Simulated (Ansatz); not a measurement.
Given:

Starting cell, W (bcc, W type):

```
W
1.0
   -3.16928     3.16928     3.16928
    1.58464    -1.58464     1.58464
    1.58464     1.58464    -1.58464
W
2
Direct
  0.00000   0.00000   0.00000
  0.50000   0.00000   0.00000
```

The atoms are displaced by Q × the pattern below (from a DFPT mode at N = (0.5, 0.0, 0.0), largest move 1; Q in Å), at fixed cell. (q is in reciprocal vectors of the primitive cell; the cell shown is doubled to hold the pattern.)

| atom | x | y | z |
|---|---|---|---|
| W1 | 0.000 | -0.707 | -0.707 |
| W2 | 0.000 | 0.707 | 0.707 |

Computed with r2SCAN (plane waves to 500 eV, PAW, scalar-relativistic; Ansatz, a first-principles code). k mesh 21×21×21 (Γ-centred), Fermi-Dirac smearing 0.05 eV. The energy includes the smearing's −TS. With partly filled bands, energies and forces of such displacements shift with the k mesh and the smearing. Spin-orbit coupling is left out, though W is heavy. W is run without spin polarisation. W was relaxed with its symmetry unable to fall. ΔE is measured from the undisplaced structure.

The scan covers Q from -0.180 to 0.180 Å in 13 points.

Task: Which space group does the distorted structure have?

Result: Cmme (No. 67), lowered from Im-3m.

Task: What is the energy change at Q = 0.180 Å?

Result: 1050 meV/cell.

Task: What harmonic wavenumber does the curvature at Q = 0 give?

Result: 225 cm⁻¹.

(For displaced atoms, the force is minus the slope of the energy, and its curvature is a force constant, which sets phonon frequencies.)
